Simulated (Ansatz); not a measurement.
NaH (rock salt)

```xyz
2
Lattice="0.0000 2.3958 2.3958 2.3958 0.0000 2.3958 2.3958 2.3958 0.0000" Properties=species:S:1:pos:R:3 pbc="T T T"
Na     0.0000     0.0000     0.0000
H      2.3958     2.3958     2.3958
```

The slice is a {100} plane (indices of the conventional cell) through the point (0.000, 0.000, 0.000) (fractional), spanned by u = [100] and v = [0 1 -1] in vectors of this cell: u (3.39 Å) and v (3.39 Å, at 90° to u). It covers one period; positions are fractions (u, v).

All values below come from PBEsol (plane waves to 420 eV, PAW, scalar-relativistic; Ansatz, a program for electronic structure). k mesh 12×12×12. These are valence fields of a PAW run, semicore shells included where kept as valence: close to a nucleus they are smooth pseudo fields. NaH was relaxed with its symmetry unable to fall.

What is the valence density on the shortest Na–H line in this plane (2.40 Å), at its minimum between the atoms?

0.08 e/Å³.

What is the ELF at the density minimum of the shortest Na–H line in this plane (2.40 Å)?

0.0.

Sketch the electron localisation function (ELF) on this plane as a map.


```
|xxxxx*+=:               :=+*xxxx|
|xxxxx*+=.               .=+*xxxx|
|xxxx**+-.     .....     .-+**xxx|
|xxx**+-.     .:---:.     .-+**xx|
|****+=:     .-=***=-.     :=+***|
|++++-:.    .-+#%%%#+-.    .:-+++|
|===-.     .-*%@@@@@%*-.     .-==|
|::..     .-*%@@@@@@@%*-.     ..:|
|        .-*%@@@@@@@@@%*-.       |
|       .-*%@@@@@@@@@@@%*-.      |
|      .-*%@@@@@@@@@@@@@%*-.     |
|     .-*%@@@@@xxxxx@@@@@%*-.    |
|    .-+%@@@@@xxxxxxx@@@@@%+-.   |
|   .:+#@@@@@xxxxxxxxx@@@@@#+:.  |
|   .-*%@@@@@xxxxxxxxx@@@@@%*-.  |
|   .-*%@@@@@xxxxxxxxx@@@@@%*-.  |
|   .-*%@@@@@xxxxxxxxx@@@@@%*-.  |
|   .:+#@@@@@xxxxxxxxx@@@@@#+:.  |
|    .-+%@@@@@xxxxxxx@@@@@%+-.   |
|     .-*%@@@@@xxxxx@@@@@%*-.    |
|      .-*%@@@@@@@@@@@@@%*-.     |
|       .-*%@@@@@@@@@@@%*-.      |
|        .-*%@@@@@@@@@%*-.       |
|::..     .-*%@@@@@@@%*-.     ..:|
|===-.     .-*%@@@@@%*-.     .-==|
|++++-:.    .-+#%%%#+-.    .:-+++|
|****+=:     .-=***=-.     :=+***|
|xxx**+-.     .:---:.     .-+**xx|
|xxxx**+-.     .....     .-+**xxx|
|xxxxx*+=.               .=+*xxxx|
|xxxxx*+=:               :=+*xxxx|
|xxxxx*+=:               :=+*xxxx|
```
Scale: ten equal steps from 0.02 (start of ' ') to 1.00 (end of '@'), in the order ' .:-=+*#%@'. Values: electron localisation function (ELF). The map has 32 points along u (one character each, u = 0 at the left) and 32 along v (v = 0 in the bottom row). Points within 0.5 Å of a nucleus are blanked (x), as the pseudised field means little there.
